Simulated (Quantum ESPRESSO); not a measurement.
Kohn-Sham bands of MoS$_{2}$ (R3m)

```xyz
3
Lattice="-1.5921 2.7577 0.0000 -3.1843 0.0000 0.0000 -1.5921 0.9192 6.4821" Properties=species:S:1:pos:R:3 pbc="T T T"
Mo     0.0000     0.0000    -0.0043
S      1.5921    -0.9192     1.5480
S      1.5921    -0.9192    -1.5563
```

Structure: Materials Project mp-1434, symmetrised, not relaxed again. COD (Crystallography Open Database) has the formula in 3 space groups, this one among them (matched by group alone). Computed values, not measurements, from PBEsol: Quantum ESPRESSO (norm-conserving PseudoDojo potentials, cutoff 64 Ry, no spin polarisation, no spin-orbit coupling) on a Γ-centred 12×12×12 mesh, then Wannier90. Density: 12×12×12 mesh, cold smearing 0.01 Ry. The cell is built of weakly bound layers, chains or molecules, whose nearest atoms lie 3.85 Å apart. Database cells relaxed without dispersion often hold them too far apart, which can enlarge gaps and weakens couplings between them; spacing and stacking were not compared with the measured crystal.

### Question
List the Kohn-Sham levels between −8 and 4.1 eV relative to the valence-band maximum at the high-symmetry points, as a band run of pw.x on that density gives them (levels within 2 meV counted together).

### Answer
```json
[
 {"point": "Γ", "k (reciprocal lattice)": "0.000 0.000 0.000", "levels (eV)": "-6.56, -3.23 (×2), -2.11 (×2), -1.40, -0.92, 2.18 (×2), 2.53 (×2)"},
 {"point": "T", "k (reciprocal lattice)": "0.000 0.000 0.500", "levels (eV)": "-5.91, -3.24 (×2), -3.06, -2.10 (×2), 0.00, 2.23 (×2), 2.46 (×2)"},
 {"point": "H_2", "k (reciprocal lattice)": "-0.320 -0.640 0.180", "levels (eV)": "-6.01, -5.23, -4.63, -4.14, -3.51, -2.64, -0.61, 1.10, 2.46, 3.05"},
 {"point": "H_0", "k (reciprocal lattice)": "-0.360 -0.680 -0.180", "levels (eV)": "-6.01, -5.23, -4.63, -4.14, -3.51, -2.64, -0.61, 1.10, 2.46, 3.05"},
 {"point": "L", "k (reciprocal lattice)": "0.000 -0.500 0.000", "levels (eV)": "-6.43, -5.33, -4.76, -3.79, -2.22, -1.51, -1.28, 1.68, 2.13, 3.48, 3.67"},
 {"point": "S_0", "k (reciprocal lattice)": "-0.340 -0.680 -0.340", "levels (eV)": "-6.02, -5.20, -4.68, -4.15, -3.47, -2.67, -0.60, 1.07, 2.46, 3.05"},
 {"point": "S_2", "k (reciprocal lattice)": "-0.340 -0.660 0.000", "levels (eV)": "-6.02, -5.20, -4.68, -4.15, -3.47, -2.67, -0.60, 1.07, 2.46, 3.05"},
 {"point": "F", "k (reciprocal lattice)": "-0.500 -0.500 0.000", "levels (eV)": "-6.35, -5.44, -4.56, -3.75, -2.60, -1.61, -1.15, 1.66, 2.22, 3.12, 3.91"}
]
```
